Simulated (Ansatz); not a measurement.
Total density of states per atom from r²SCAN (plane waves, PAW; program Ansatz), in 0.25 eV bins, energy from the valence-band maximum:

```json
[
 {"E (eV)": "-7.85", "states/eV/atom": "0.49"},
 {"E (eV)": "-7.60", "states/eV/atom": "5.12"},
 {"E (eV)": "-7.35", "states/eV/atom": "0.31"},
 {"E (eV)": "-7.10", "states/eV/atom": "0.10"},
 {"E (eV)": "-6.85", "states/eV/atom": "0.01"},
 {"E (eV)": "-6.60", "states/eV/atom": "0.00"},
 {"E (eV)": "-6.35", "states/eV/atom": "0.00"},
 {"E (eV)": "-6.10", "states/eV/atom": "0.00"},
 {"E (eV)": "-5.85", "states/eV/atom": "0.00"},
 {"E (eV)": "-5.60", "states/eV/atom": "0.00"},
 {"E (eV)": "-5.35", "states/eV/atom": "0.00"},
 {"E (eV)": "-5.10", "states/eV/atom": "0.00"},
 {"E (eV)": "-4.85", "states/eV/atom": "0.00"},
 {"E (eV)": "-4.60", "states/eV/atom": "0.00"},
 {"E (eV)": "-4.35", "states/eV/atom": "0.00"},
 {"E (eV)": "-4.10", "states/eV/atom": "0.00"},
 {"E (eV)": "-3.85", "states/eV/atom": "0.00"},
 {"E (eV)": "-3.60", "states/eV/atom": "0.75"},
 {"E (eV)": "-3.35", "states/eV/atom": "0.90"},
 {"E (eV)": "-3.10", "states/eV/atom": "0.60"},
 {"E (eV)": "-2.85", "states/eV/atom": "0.42"},
 {"E (eV)": "-2.60", "states/eV/atom": "1.07"},
 {"E (eV)": "-2.35", "states/eV/atom": "1.11"},
 {"E (eV)": "-2.10", "states/eV/atom": "1.66"},
 {"E (eV)": "-1.85", "states/eV/atom": "3.13"},
 {"E (eV)": "-1.60", "states/eV/atom": "3.11"},
 {"E (eV)": "-1.35", "states/eV/atom": "0.54"},
 {"E (eV)": "-1.10", "states/eV/atom": "0.52"},
 {"E (eV)": "-0.85", "states/eV/atom": "0.37"},
 {"E (eV)": "-0.60", "states/eV/atom": "0.17"},
 {"E (eV)": "-0.35", "states/eV/atom": "0.05"},
 {"E (eV)": "-0.10", "states/eV/atom": "0.01"},
 {"E (eV)": "0.15", "states/eV/atom": "0.00"},
 {"E (eV)": "0.40", "states/eV/atom": "0.00"},
 {"E (eV)": "0.65", "states/eV/atom": "0.00"},
 {"E (eV)": "0.90", "states/eV/atom": "0.00"},
 {"E (eV)": "1.15", "states/eV/atom": "0.00"},
 {"E (eV)": "1.40", "states/eV/atom": "0.00"},
 {"E (eV)": "1.65", "states/eV/atom": "0.00"},
 {"E (eV)": "1.90", "states/eV/atom": "0.00"},
 {"E (eV)": "2.15", "states/eV/atom": "0.00"},
 {"E (eV)": "2.40", "states/eV/atom": "0.01"},
 {"E (eV)": "2.65", "states/eV/atom": "0.14"},
 {"E (eV)": "2.90", "states/eV/atom": "0.45"},
 {"E (eV)": "3.15", "states/eV/atom": "0.53"},
 {"E (eV)": "3.40", "states/eV/atom": "0.43"},
 {"E (eV)": "3.65", "states/eV/atom": "0.35"},
 {"E (eV)": "3.90", "states/eV/atom": "0.33"},
 {"E (eV)": "4.15", "states/eV/atom": "0.16"},
 {"E (eV)": "4.40", "states/eV/atom": "0.33"},
 {"E (eV)": "4.65", "states/eV/atom": "0.44"},
 {"E (eV)": "4.90", "states/eV/atom": "0.39"},
 {"E (eV)": "5.15", "states/eV/atom": "0.49"},
 {"E (eV)": "5.40", "states/eV/atom": "0.54"},
 {"E (eV)": "5.65", "states/eV/atom": "0.61"},
 {"E (eV)": "5.90", "states/eV/atom": "1.13"},
 {"E (eV)": "6.15", "states/eV/atom": "1.25"},
 {"E (eV)": "6.40", "states/eV/atom": "1.47"},
 {"E (eV)": "6.65", "states/eV/atom": "0.89"},
 {"E (eV)": "6.90", "states/eV/atom": "0.98"},
 {"E (eV)": "7.15", "states/eV/atom": "1.16"}
]
```

Problem. Pick the material that matches.
A. PbS, rock salt
B. CsPbBr3, Pnma (Pb on 4a, Cs on 4c, Br on 8d, Br on 4c)
C. GeRh, Pnma (Ge on 4c, Rh on 4c)
D. Pt3Pb, Cu3Au type

Solution. B, CsPbBr3, Pnma (Pb on 4a, Cs on 4c, Br on 8d, Br on 4c). Top 1 eV of the valence band: Br 4p 75 %, Pb 6s 20 %. Bottom 1 eV of the conduction band: Pb 6p 77 %, Br 4p 9 %, Br 4s 8 %. Projections are on Löwdin-orthogonalised atomic valence shells; empty p or d shells of many metals are not among them.

Symmetry was held in the r²SCAN relaxation. Spin–orbit coupling is left out wherever it is not named.

Potentials: the later of the program's two PAW sets.
